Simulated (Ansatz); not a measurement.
AlB2Ru2:
Space group Cmmm (No. 65); a = 2.929 Å, b = 12.727 Å, c = 2.797 Å, α = β = γ = 90.00°

```json
[
 {"atom": "Al", "site": "2a", "symmetry": "mmm", "x": "0.0000", "y": "0.0000", "z": "0.0000"},
 {"atom": "Ru", "site": "4j", "symmetry": "m2m", "x": "0.5000", "y": "0.1419", "z": "0.5000"},
 {"atom": "B", "site": "4i", "symmetry": "m2m", "x": "0.0000", "y": "0.2099", "z": "0.0000"}
]
```
(The calculation used a cell of 5 atoms; values per cell refer to that cell.)

Relaxed at zero pressure with plane-wave PAW PBEsol (Ansatz code).

Q: The volume is raised by 6 % and shape and atoms relax at that volume. What pressure results, and how do the axes share the change?

A: -12.3 GPa; a 1.1 %, b 3.3 %, c 1.5 %; the energy rises by 25 meV/atom.

Q: Give the new structure.

A: 
Space group Cmmm (No. 65); a = 2.9619 Å, b = 13.1465 Å, c = 2.8381 Å, α = 90.00°, β = 90.00°, γ = 90.00°

| atom | site | symmetry | x | y | z |
|---|---|---|---|---|---|
| Al | 2a | mmm | 0.0000 | 0.0000 | 0.0000 |
| Ru | 4j | m2m | 0.5000 | 0.1447 | 0.5000 |
| B | 4i | m2m | 0.0000 | 0.2105 | 0.0000 |

The phase is kept; no other phase was compared at this pressure.

The start of the workflow was typed in or built on a structure type; neither database checked (COD, Materials Project) lists it. Whether it is the stable phase at ambient conditions was not checked. The PBEsol relaxation kept the symmetry of its start; its stability against distortions is not shown here. No spin polarisation was allowed. The volume moved by 16 % from the start of the relaxation.

Potentials: the later of the program's two PAW sets.
